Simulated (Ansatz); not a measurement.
## TiAl under pressure

The calculation used Ansatz 0.2.0, DFT LDA, scalar-relativistic, plane waves, PAW. Settings: 420 eV plane-wave cutoff, Γ-centred 14×14×10 mesh, Fermi-Dirac smearing of 0.15 eV. No spin polarisation. Phonons by linear response, acoustic sum rule imposed.

The cell, relaxed at this level:
Space group P4/mmm (No. 123). a = 2.767 Å, b = 2.767 Å, c = 4.006 Å, α = 90.00°, β = 90.00°, γ = 90.00°
```csv
atom,site,symmetry,x,y,z
Ti,1a,4/mmm,0.0000,0.0000,0.0000
Al,1d,4/mmm,0.5000,0.5000,0.5000
```

In a metal, frequencies and elastic constants depend on the k mesh and the smearing, soft modes and shear constants most.

Optical modes at Γ (cm⁻¹) at zero pressure: 272, 318.

Task: Under hydrostatic pressure the same modes lie at 312, 380 cm⁻¹. What is the pressure, and how much has the cell shrunk?

Result: 15 GPa; the volume is 9.4 % smaller.

Cost: 2 runs of about 2.1 core-minutes in all, on Intel Xeon Platinum 8259CL (Skylake/Cascade Lake) (shared hosts).